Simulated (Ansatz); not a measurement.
Relaxed PbS (rock salt):

```xyz
2
Lattice="0.0000 3.0045 3.0045 3.0045 0.0000 3.0045 3.0045 3.0045 0.0000" Properties=species:S:1:pos:R:3 pbc="T T T"
S      0.0000     0.0000     0.0000
Pb     3.0045     3.0045     3.0045
```

Scan: atom 2 (Pb, nearest neighbour S at 3.004 Å; its periodic images, 4.2 Å or more away, move with it) is displaced towards the nearest neighbour, direction (-1.000, 0.000, 0.000) in Cartesian axes, by s. The other atoms stay.

The numbers are results of PBE (plane waves to 420 eV, PAW, scalar-relativistic; Ansatz, a first-principles code), not measurements. k mesh 8×8×8 (Γ-centred), Fermi-Dirac smearing 0.05 eV. The energy includes the smearing's −TS. Compression counts positive. PbS was relaxed with its symmetry unable to fall. Spin-orbit coupling is left out, though Pb is heavy. ΔE is measured from the undisplaced structure.

```json
[
 {"s (Å)": "-0.300", "P (GPa)": "1.32", "ΔE (meV/cell)": "30.9"},
 {"s (Å)": "-0.240", "P (GPa)": "0.81", "ΔE (meV/cell)": "14.4"},
 {"s (Å)": "-0.180", "P (GPa)": "0.44", "ΔE (meV/cell)": "[?]"},
 {"s (Å)": "-0.120", "P (GPa)": "0.19", "ΔE (meV/cell)": "[?]"},
 {"s (Å)": "-0.060", "P (GPa)": "0.04", "ΔE (meV/cell)": "0.3"},
 {"s (Å)": "0.000", "P (GPa)": "-0.01", "ΔE (meV/cell)": "0.0"},
 {"s (Å)": "0.060", "P (GPa)": "0.04", "ΔE (meV/cell)": "0.3"},
 {"s (Å)": "0.120", "P (GPa)": "0.19", "ΔE (meV/cell)": "[?]"},
 {"s (Å)": "0.180", "P (GPa)": "0.44", "ΔE (meV/cell)": "[?]"},
 {"s (Å)": "0.240", "P (GPa)": "0.81", "ΔE (meV/cell)": "14.4"},
 {"s (Å)": "0.300", "P (GPa)": "1.32", "ΔE (meV/cell)": "30.9"}
]
```

Task: What belongs in the gaps?

Result: 
- -0.180, ΔE (meV/cell): 5.6
- -0.120, ΔE (meV/cell): 1.7
- 0.120, ΔE (meV/cell): 1.7
- 0.180, ΔE (meV/cell): 5.6

(For displaced atoms, the force is minus the slope of the energy, and its curvature is a force constant, which sets phonon frequencies.)
